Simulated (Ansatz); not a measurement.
One crystal and one scan (frozen-phonon scan) at two levels, r2SCAN (plane waves to 500 eV, PAW, scalar-relativistic; Ansatz, a program for electronic structure) and PBE (plane waves to 420 eV, PAW, scalar-relativistic; Ansatz), each from its own relaxed cell and on its own mesh. The cell shown is that of r2SCAN.

MgO (rock salt)

```yaml
crystal:
  lattice:
    - [0.00000, 4.20438, 4.20438]
    - [2.10219, 0.00000, 2.10219]
    - [2.10219, 2.10219, 0.00000]
  atoms:
    - { symbol: O, position: [0.00000, 0.00000, 0.00000] }
    - { symbol: O, position: [0.50000, 0.00000, 0.00000] }
    - { symbol: Mg, position: [0.25000, 0.50000, 0.50000] }
    - { symbol: Mg, position: [0.75000, 0.50000, 0.50000] }
```

The atoms are displaced by Q × the pattern below (from a DFPT mode at L = (0.5, 0.0, 0.0), largest move 1; Q in Å), at fixed cell. (q is in reciprocal vectors of the primitive cell; the cell shown is doubled to hold the pattern.)

| atom | x | y | z |
|---|---|---|---|
| Mg3 | 0.577 | -0.577 | -0.577 |
| Mg4 | -0.577 | 0.577 | 0.577 |

Atoms not listed stay in place.

MgO was relaxed with its symmetry unable to fall. Percentages come from the unrounded values.

Results of r2SCAN:

| Quantity | Value |
|---|---|
| Lattice constant a (Å) | 4.204 |
| Harmonic wavenumber from the curvature (finite differences) (cm⁻¹ (negative: imaginary)) | 551 |
| Shape of the curve | a single well with its minimum at or next to zero displacement |

Question: Estimate the PBE values.

Answer: 
```csv
quantity,PBE,r2SCAN − PBE
Lattice constant a (Å),4.254,-0.050 (-1.2 %)
Harmonic wavenumber from the curvature (finite differences) (cm⁻¹ (negative: imaginary)),527,+24 (+4.6 %)
```

r2SCAN gives the higher value for: harmonic wavenumber from the curvature. r2SCAN gives the lower value for: lattice constant a. Both give the same shape of the curve: a single well with its minimum at or next to zero displacement.

(For displaced atoms, the force is minus the slope of the energy, and its curvature is a force constant, which sets phonon frequencies.)
